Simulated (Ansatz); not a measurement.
**CaO (rock salt), frozen-phonon scan**

CaO (rock salt)

```yaml
crystal:
  lattice:
    - [0.00000, 4.83070, 4.83070]
    - [2.41535, 2.41535, 4.83070]
    - [2.41535, 2.41535, 0.00000]
  atoms:
    - { symbol: O, position: [0.00000, 0.00000, 0.00000] }
    - { symbol: O, position: [0.50000, 0.00000, 0.00000] }
    - { symbol: Ca, position: [0.00000, 0.50000, 0.50000] }
    - { symbol: Ca, position: [0.50000, 0.50000, 0.50000] }
```

The atoms are displaced by Q × the pattern below (from a DFPT mode at X = (0.5, 0.5, 0.0), largest move 1; Q in Å), at fixed cell. (q is in reciprocal vectors of the primitive cell; the cell shown is doubled to hold the pattern.)

```tsv
atom	x	y	z
O1	0.000	0.000	1.000
O2	0.000	0.000	-1.000
Ca3	0.000	0.000	0.236
Ca4	0.000	0.000	-0.236
```

Method: PBE (plane waves to 420 eV, PAW, scalar-relativistic; Ansatz, a first-principles code). k mesh 12×12×12 (Γ-centred), Fermi-Dirac smearing 0.05 eV. The energy includes the smearing's −TS. Compression counts positive. CaO was relaxed with its symmetry unable to fall. ΔE is measured from the undisplaced structure.

```
Q (Å)   ΔE (meV/cell)  −dE/dQ from forces (eV/Å)  P (GPa)
------  -------------  -------------------------  -------
-0.180            320                      3.582     0.43
-0.150            222                      2.974     0.30
-0.120            142                      2.372     0.19
-0.090             80                      1.775     0.11
-0.060             35                      1.181     0.05
-0.030              9                      0.590     0.02
0.000               0                      0.000     0.01
0.030               9                     -0.590     0.02
0.060              35                     -1.181     0.05
0.090              80                     -1.775     0.11
0.120             142                     -2.372     0.19
0.150             222                     -2.974     0.30
0.180             320                     -3.582     0.43
```

Read from the data:

* **Energy at Q = 0.180 Å**: 320 meV/cell
* **Space group of the distorted cell**: P4/nmm (No. 129), lowered from Fm-3m
* **Symmetry of the curve**: even: the same for both signs
* **Shape of the curve**: a single well with its minimum at or next to zero displacement
* **Harmonic wavenumber from the curvature (finite differences)**: 383 cm⁻¹
* **Wavenumber by perturbation theory (DFPT, on another k mesh)**: 383 cm⁻¹

The 13 points together took roughly 4 core-minutes.

(For displaced atoms, the force is minus the slope of the energy, and its curvature is a force constant, which sets phonon frequencies.)
